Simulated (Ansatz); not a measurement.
This BiAs structure is the end of a relaxation. The cell was found from a structure generator's guess, not taken from experiment.

Level of theory: DFT PBE+D3(BJ), scalar-relativistic, plane waves, PAW in Ansatz. Cutoff 420 eV, Γ-centred mesh, Gaussian smearing, no spin polarisation.

```
CELL_PARAMETERS angstrom
2.07610 1.19863 7.40996
-2.07610 1.19863 7.40996
0.00000 -2.39727 7.40996
ATOMIC_POSITIONS crystal
Bi 0.39248 0.39248 0.39248
Bi 0.60752 0.60752 0.60752
As 0.12524 0.12524 0.12524
As 0.87476 0.87476 0.87476
```

The zero of energy is the elements' standard structures at the same level; no fitted shifts are applied.

Problem. Find its symmetry and describe it.

Solution. R-3m (No. 166). Conventional cell: a = 4.152 Å, c = 22.230 Å. Around Bi lie 3 As at 2.81 Å; around As lie 3 Bi at 2.81 Å and 3 As at 3.02 Å.

Problem. How far does it lie from the elements in energy?

Solution. +0.03 eV/atom. The formation energy is too near zero to say whether this cell lies below the elements.

Problem. Is it a metal?

Solution. There is no gap on the 12×12×12 mesh, but valence and conduction bands overlap by only 0.29 eV, so at this level it is a semimetal.

The last run used a 12×12×12 mesh for its 4-atom cell and Gaussian smearing of 0.10 eV. These runs have no spin–orbit coupling, which can matter for Bi. The zero gap may come from the functional, which often closes small gaps. This cell was reached by moving the atoms of another relaxed cell at random and relaxing again, last within the group found; it had no such test of its own.
